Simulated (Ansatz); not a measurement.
B (diamond, space group No. 227) at seven volumes, plane-wave PAW r²SCAN (Ansatz code), scaled uniformly. One row is withheld.

| V (Å³/atom) | P (GPa) |
|---|---|
| 7.571 | 20.04 |
| 7.820 | 12.42 |
| 8.070 | 5.78 |
| 8.319 | -0.01 |
| 8.569 | ? |
| 8.819 | -9.46 |
| 9.068 | -13.30 |

Task: Fit the shown pressures and predict the withheld one.

Result: P = (3/2)B₀(x^(7/2) − x^(5/2))[1 + (3/4)(B′ − 4)(x − 1)] with x = (V₀/V)^(2/3). Least squares on the six rows gives V₀ = 8.319 Å³/atom, B₀ = 180 GPa, B′ = 3.57. At V = 8.569, x = 0.9805 and P = -5.05 GPa. The run itself gave -5.06 GPa.

Space group Fd-3m (diamond). The start of the workflow was typed in or built on a structure type; neither database checked (COD, Materials Project) lists it. It is not the phase usual at ambient conditions (space group No. 166). The cell was relaxed with r²SCAN under the symmetry of its start. At this level the phase is mechanically unstable.

Potentials: the earlier of the program's two PAW sets.
